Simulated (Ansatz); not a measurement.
Consider the following.

SrPt2:
```
CELL_PARAMETERS angstrom
      0.00000     3.90942     3.90942
      3.90942     0.00000     3.90942
      3.90942     3.90942     0.00000
ATOMIC_POSITIONS crystal
  Sr 0.25000 0.25000 0.25000
  Sr 0.00000 0.00000 0.00000
  Pt 0.62500 0.12500 0.62500
  Pt 0.62500 0.62500 0.62500
  Pt 0.12500 0.62500 0.62500
  Pt 0.62500 0.62500 0.12500
```

This is the r²SCAN-relaxed structure.

Task: All from plane-wave PAW r²SCAN (Ansatz code), unless another level is named. Estimate the density of states at the Fermi level.

Result: 0.71 states/eV per atom (mean over ±0.08 eV).

Task: What about the formation energy from the elements (no fitted shifts)?

Result: -0.95 eV/atom.

Space group Fd-3m (cubic Laves (MgCu2 type)). The workflow started from a Materials Project entry (that database holds measured and hypothetical structures alike); the Crystallography Open Database copy checked does not list it. Whether it is the stable phase at ambient conditions was not checked. The cell was relaxed with r²SCAN under the symmetry of its start; whether a distortion lowers the energy is not shown. No spin polarisation was allowed. The references are the lowest solids computed at this level, not always the standard phases. Scalar-relativistic: spin–orbit coupling is off unless named, which matters more the heavier the elements.

Potentials: the later of the program's two PAW sets.
